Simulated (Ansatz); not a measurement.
MnPt under strain

The calculation used Ansatz 0.2.0, DFT PBEsol, scalar-relativistic, plane waves, PAW. Run with 420 eV cutoff, 14×14×12 k-mesh, Gaussian smearing of 0.10 eV, collinear spin.

The relaxed crystal:

```
Mn Pt
1.0
     2.87651    0.00000    0.00000
     0.00000    2.87651    0.00000
     0.00000    0.00000    3.48710
Mn Pt
1 1
Direct
  0.00000 0.00000 0.00000
  0.50000 0.50000 0.50000
```

Deformation: all cell vectors scaled alike, the atoms relaxed, all within the symmetry that the strain leaves. Energies are extrapolated to zero smearing. Stress is positive in compression, on the Cartesian axes of the cell above.

Spin-orbit coupling is left out, which matters for the bands and energies of heavy elements.

| strain (%) | ΔE (meV/atom) | a (Å) | b (Å) | c (Å) | σxx (GPa) | σyy (GPa) | σzz (GPa) | moment (μB/cell) |
| --- | --- | --- | --- | --- | --- | --- | --- | --- |
| -3.0 | 70.0 | 2.790 | 2.790 | 3.382 | 17.11 | 17.11 | 20.96 | 3.90 |
| -2.0 | 31.3 | 2.819 | 2.819 | 3.417 | 11.16 | 11.16 | 13.25 | 4.08 |
| -1.0 | 7.8 | 2.848 | 2.848 | 3.452 | 5.42 | 5.42 | 6.29 | 4.22 |
| +0.0 | 0.0 | 2.877 | 2.877 | 3.487 | 0.01 | 0.01 | 0.02 | 4.31 |
| +1.0 | 6.7 | 2.905 | 2.905 | 3.522 | -4.86 | -4.86 | -5.47 | 4.37 |
| +2.0 | 27.0 | 2.934 | 2.934 | 3.557 | -9.32 | -9.32 | -10.22 | 4.41 |
| +3.0 | 59.9 | 2.963 | 2.963 | 3.592 | -13.23 | -13.23 | -14.27 | 4.43 |